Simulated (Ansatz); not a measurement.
## Response of Y to small distortions

```
CELL_PARAMETERS angstrom
0.00000 2.48500 2.48500
2.48500 0.00000 2.48500
2.48500 2.48500 0.00000
ATOMIC_POSITIONS crystal
Y 0.00000 0.00000 0.00000
```

The cell is COD entry 1534898, as deposited and not checked against the literature; nothing was relaxed.

Theory: Ansatz 0.2.0, DFT, LDA, all-electron LAPW, scalar-relativistic.

Sampling and basis: a Γ-centred 13×13×13 k mesh, Fermi–Dirac smearing of 0.05 eV, basis error target 1 meV/atom, no spin polarisation.

The unchanged cell is at -1.74 GPa.

In a metal, stresses and small energies carry noise from the k mesh.

x, y and z are the Cartesian axes of the cell as listed; fractional coordinates follow a strain, and an engineering shear is twice the off-diagonal strain component.

Question: One change gave: energy change under 1 meV/atom; stress change (xx, yy, zz, yz, xz, xy) 0.01, 0.01, 0.01, 0.33, 0.33, 0.33 GPa, compression positive. Which change was it?
A. equal xy, yz and zx engineering shear strains of +1 %
B. equal xy, yz and zx engineering shear strains of -1 %
C. equal xy, yz and zx engineering shear strains of +2 %
D. equal xy, yz and zx engineering shear strains of -2 %

Answer: B. For equal xy, yz and zx engineering shear strains of -2 %: energy change +4 meV/atom; stress change (xx, yy, zz, yz, xz, xy) 0.03, 0.03, 0.03, 0.66, 0.66, 0.66 GPa, compression positive. For equal xy, yz and zx engineering shear strains of +1 %: energy change under 1 meV/atom; stress change (xx, yy, zz, yz, xz, xy) 0.01, 0.01, 0.01, -0.34, -0.34, -0.34 GPa, compression positive. For equal xy, yz and zx engineering shear strains of +2 %: energy change +4 meV/atom; stress change (xx, yy, zz, yz, xz, xy) 0.03, 0.03, 0.03, -0.68, -0.68, -0.68 GPa, compression positive.
